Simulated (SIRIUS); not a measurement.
Set-up for a self-consistent single point of TiO₂ (P4_2/mnm, 6 atoms in the cell; from Materials Project mp-2657, changed as shown).

```xyz
6
Lattice="4.6604 0.0000 0.0000 0.0000 4.6604 0.0000 0.0000 0.0000 2.9981" Properties=species:S:1:pos:R:3 pbc="T T T"
Ti     2.3302     2.3302     0.0000
Ti     0.0000     0.0000     1.4991
O      3.2421     3.2421     1.4991
O      1.4182     1.4182     1.4991
O      3.7484     0.9119     0.0000
O      0.9119     3.7484     0.0000
```

Method: PBE, GBRV PBE ultrasoft pseudopotentials (plane waves; SIRIUS).

SIRIUS settings:

```
key                                                                   value
--------------------------------------  -----------------------------------
parameters.ngridk                                                     4 4 6
parameters.xc_functionals                      [XC_GGA_X_PBE, XC_GGA_C_PBE]
parameters.gk_cutoff                                           6.325 1/bohr
parameters.pw_cutoff                                          14.143 1/bohr
parameters.smearing                                                gaussian
parameters.smearing_width                                     0.00183747 Ha
potentials                              GBRV PBE ultrasoft pseudopotentials
parameters.electronic_structure_method                      pseudopotential
parameters.num_bands                                                     29
parameters.num_mag_dims                                                   0
parameters.num_dft_iter                                                 100
parameters.energy_tol                                              1e-07 Ha
parameters.density_tol                                                1e-06
mixer.type                                                         anderson
mixer.beta                                                              0.5
mixer.use_hartree                                                     false
```

Results:

Number of valence electrons: 48
Number of bands: 29
Number of k-points after the program's reduction: 24
Number of plane waves (most at a k-point): 1896
Number of SCF iterations: 30
FFT grid: 45 × 45 × 30
Free energy E − TS: -5013.0151 eV
Gap on the k-point mesh: 1.77 eV
Pressure: -4.26 GPa
Largest force (vector length): 0.171 eV/Å

Forces (eV/Å):
| atom | Fx | Fy | Fz |
|---|---|---|---|
| Ti1 | 0.000 | 0.000 | 0.000 |
| Ti2 | 0.000 | 0.000 | 0.000 |
| O3 | -0.121 | -0.121 | 0.000 |
| O4 | 0.121 | 0.121 | 0.000 |
| O5 | 0.121 | -0.121 | 0.000 |
| O6 | -0.121 | 0.121 | 0.000 |

Stress (GPa, positive for compression):
```
-3.28   0.00   0.00
 0.00  -3.28   0.00
 0.00   0.00  -6.21
```

The gap is read on the k-point mesh of the run and can differ from the gap over the whole zone at this level.

For comparison: a first run was changed to give this one (volume scaled by 1.04), and from it to this one the free energy hardly moves (within 1 meV/atom), the pressure goes from 4.68 to -4.26 GPa, the largest force goes from 0.005 to 0.171 eV/Å and the gap on the mesh goes from 1.863 to 1.767 eV.

The structure comes from a collection of computed structures, made at another level of theory; the collection holds predicted forms beside known ones.

Cost on one core: about 40 core-seconds (a rough figure).
